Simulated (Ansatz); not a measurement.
Tl:
```cif
data_Tl8
_chemical_formula_sum 'Tl8'
_space_group_name_H-M_alt 'Fd-3m :1'
_space_group_IT_number 227
_space_group_name_Hall 'F 4d 2 3 -1d'
_cell_length_a 6.94606
_cell_length_b 6.94606
_cell_length_c 6.94606
_cell_angle_alpha 90.000
_cell_angle_beta 90.000
_cell_angle_gamma 90.000
loop_
_atom_site_label
_atom_site_type_symbol
_atom_site_symmetry_multiplicity
_atom_site_Wyckoff_symbol
_atom_site_fract_x
_atom_site_fract_y
_atom_site_fract_z
_atom_site_occupancy
Tl1 Tl 8 b 0.50000 0.50000 0.50000 1
```
(The calculation used a cell of 2 atoms; values per cell refer to that cell.)

Relaxed with r²SCAN.

**Question.** Tabulate the valence density and the electron localisation function along the shortest Tl–Tl contact (3.01 Å), DFT-r²SCAN in the program Ansatz with PAW potentials.

**Answer.** 

```csv
distance from Tl (Å),density (e/Å³),ELF
0.30,6.54,0.01
0.45,4.62,0.07
0.60,3.00,0.22
0.75,1.78,0.36
0.90,1.00,0.39
1.05,0.58,0.34
1.20,0.36,0.29
1.35,0.26,0.27
1.50,0.23,0.26
1.65,0.26,0.27
1.80,0.36,0.29
1.96,0.58,0.34
2.11,1.00,0.39
2.26,1.78,0.36
2.41,3.00,0.22
2.56,4.62,0.07
2.71,6.54,0.01
```

The density is the valence pseudo-density with augmentation charge, so density and ELF within about 1 Å of a nucleus are not all-electron values.

The start of the workflow was typed in or built on a structure type; neither database checked (COD, Materials Project) lists it. It is not the phase usual at ambient conditions (space group No. 194). The r²SCAN relaxation kept the symmetry of its start. At this level the phase is mechanically unstable. Spin–orbit coupling is left out wherever it is not named.

Potentials: the later of the program's two PAW sets.
